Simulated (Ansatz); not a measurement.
All numbers below come from DFT PBE, scalar-relativistic, plane waves, PAW (Ansatz). Settings: cutoff 420 eV, Γ-centred meshes spaced at most about 0.3 Å⁻¹, and about 0.25 Å⁻¹ or finer for metals (2π included), Gaussian smearing. No spin polarisation in the final relaxations.

Temperature and zero-point effects are left out.

Compare these two cells of TiH₃Br, each relaxed at this level.

1. Space group P4mm (No. 99), tetragonal, a = 3.331 Å, c = 5.749 Å. Ti has 1 H at 1.67 Å, 4 H at 1.92 Å and 4 Br at 2.69 Å; H on a site of symmetry 2mm has 2 Ti at 1.92 Å, 4 H at 2.36 Å and 2 Br at 2.80 Å; H on a site of symmetry 4mm is surrounded by 1 Ti at 1.67 Å and 4 Br at 2.39 Å; Br is surrounded by 4 H at 2.39 Å, 4 Ti at 2.69 Å and 4 H at 2.80 Å.

2. Space group R-3m (No. 166), trigonal, a = 4.994 Å, c = 7.332 Å. Around Ti lie 6 H at 1.89 Å, 6 Br at 3.13 Å and 2 Br at 3.67 Å; H has 2 Ti at 1.89 Å, 2 Br at 2.50 Å, 4 H at 2.50 Å, 2 Br at 2.84 Å and 4 H at 2.84 Å; Br is surrounded by 6 H at 2.50 Å and 6 H at 2.84 Å (long against covalent radii, as for large ions).

**Question.** Which would you expect to be lower, and how large is the difference?

**Answer.** Cell 1 is lower, by 0.35 eV/atom. Cell 1 has space group P4mm (No. 99), 12.8 Å³/atom and a gap of 1.62 eV on its mesh; cell 2 has space group R-3m (No. 166), 10.6 Å³/atom and no gap. Counting Br or H atoms around Ti (for each partner element, those within 1.25 times its shortest distance or 1.15 times the sum of covalent radii, where it is the nearest in units of that sum or under 1.3; a plus sign parts groups by distance over the sum of covalent radii), cell 1 has Ti 9 and cell 2 has Ti 6+6+2. Both come from invented guesses.

No dispersion correction is applied, so the spacing and binding between layers, chains or molecules are poorly described (P4mm), and this can change margins and order among such cells. Kohn–Sham gaps at this level usually fall short of measured ones. The zero gap of R-3m may come from the functional, which often closes small gaps, or the cell may be a true semimetal. With hydrogen, zero-point motion can shift such differences by 10 meV/atom or more. Cells relaxed within their symmetry can be saddle points.
